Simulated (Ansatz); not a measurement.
Given:

PbF$_{2}$:
```cif
data_F8Pb4
_chemical_formula_sum 'Pb4 F8'
_space_group_name_H-M_alt 'Fm-3m'
_space_group_IT_number 225
_space_group_name_Hall '-F 4 2 3'
_cell_length_a 6.00068
_cell_length_b 6.00068
_cell_length_c 6.00068
_cell_angle_alpha 90.000
_cell_angle_beta 90.000
_cell_angle_gamma 90.000
loop_
_atom_site_label
_atom_site_type_symbol
_atom_site_symmetry_multiplicity
_atom_site_Wyckoff_symbol
_atom_site_fract_x
_atom_site_fract_y
_atom_site_fract_z
_atom_site_occupancy
Pb1 Pb 4 a 0.00000 0.00000 0.00000 1
F1 F 8 c 0.25000 0.25000 0.25000 1
```
(The calculation used a cell of 3 atoms; values per cell refer to that cell.)

This is the PBE-relaxed structure.

Problem. All from PBE in the plane-wave PAW code Ansatz, unless another level is named. Give the band gap.

Solution. 4.42 eV (indirect).

Problem. Next, the hole effective mass?

Solution. 3.1, 9.7, 9.7 mₑ (principal values).

Problem. And the smallest direct gap on the standard path?

Solution. 4.56 eV.

Symmetry was held in the PBE relaxation; phonons on a q-mesh show no instability. Spin–orbit coupling is left out wherever it is not named.

Potentials: the later of the program's two PAW sets.
